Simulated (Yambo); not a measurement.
Yambo run on BaSnO₃ (cubic perovskite, space group Pm-3m, No. 221). The wavefunctions come from this Quantum ESPRESSO step (PBE, PseudoDojo stringent norm-conserving files, scalar-relativistic):

```
&CONTROL
  calculation = 'nscf'
  pseudo_dir = './pseudo'
  outdir = './out'
/
&SYSTEM
  ibrav = 0
  nat = 5
  ntyp = 3
  ecutwfc = 102.0
  ecutrho = 408.0
  occupations = 'fixed'
  force_symmorphic = .true.
  nbnd = 320
/
&ELECTRONS
  conv_thr = 5e-09
  diago_full_acc = .true.
  diago_thr_init = 1e-08
/
ATOMIC_SPECIES
O 15.9990 O.upf
Sn 118.7100 Sn.upf
Ba 137.3270 Ba.upf
CELL_PARAMETERS angstrom
  4.119820550000   0.000000000000   0.000000000000
  0.000000000000   4.119820550000   0.000000000000
  0.000000000000   0.000000000000   4.119820550000
ATOMIC_POSITIONS crystal
O   0.000000000000   0.500000000000   0.000000000000
O   0.500000000000   0.000000000000   0.000000000000
O   0.000000000000   0.000000000000   0.500000000000
Sn   0.000000000000   0.000000000000   0.000000000000
Ba   0.500000000000   0.500000000000   0.500000000000
K_POINTS automatic
4 4 4 0 0 0
```

Yambo input:

```
rim_cut
gw0
dyson
el_el_corr
HF_and_locXC
ppa
em1d
RandQpts= 1000000
RandGvec= 1 Ry
EXXRLvcs= 102 Ry
VXCRLvcs= 408 Ry
Chimod= "HARTREE"
% BndsRnXp
 5 | 317 |
%
NGsBlkXp= 15 Ry
% LongDrXp
 1.0 | 1.0 | 1.0 |
%
PPAPntXp= 27.2114 eV
% GbndRnge
 1 | 317 |
%
GTermKind= "BG"
DysSolver= "n"
ExtendOut
% QPkrange
 1 | 1 | 25 | 26 |
 3 | 3 | 25 | 26 |
 6 | 6 | 25 | 26 |
 10 | 10 | 25 | 26 |
%
```

k points by index: 1 = Γ, 3 = X, 6 = M, 10 = R.

The o-*.qp file then holds:

```
#    K-point    Band    Eo [eV]    E [eV]    E-Eo [eV]    Vxc [eV]    Vnlxc [eV]    Sc|Eo [eV]    Sc|E [eV]    dSc/dw|Eo [eV]    Re(Z)    Im(Z)
#
    1    25    -0.473620    -1.268684    -0.795064    -19.57820    -24.79847    4.198689    4.425210    -7.751625    0.778289    -0.001256
    1    26    0.963502    1.607477    0.643975    -16.55988    -12.55668    -3.229502    -3.359220    -5.480839    0.832349    -0.855808E-3
    3    25    -0.983871    -1.952204    -0.968333    -18.73695    -24.44425    4.462658    4.738962    -7.763120    0.778031    -0.001634
    3    26    4.975847    6.033700    1.057852    -19.30168    -14.21123    -3.777299    -4.032604    -6.565840    0.805605    -0.002655
    6    25    -0.047415    -0.851964    -0.804549    -19.74813    -25.25976    4.475551    4.707082    -7.829651    0.776556    -0.001242
    6    26    6.775158    7.804288    1.029130    -17.26634    -11.48323    -4.499954    -4.753980    -6.715901    0.802048    -0.001411
    10    25    0.000000    -0.778528    -0.778528    -19.87713    -25.36469    4.484753    4.709031    -7.837866    0.776374    -0.001233
    10    26    5.320907    5.789614    0.468707    -12.12917    -7.377075    -4.194778    -4.283384    -5.143751    0.841022    -0.435512E-3
```
(The two width columns are left out.) Convergence of these settings isn't established.

Spin-orbit coupling is not included.

Geometry relaxed with PBEsol.
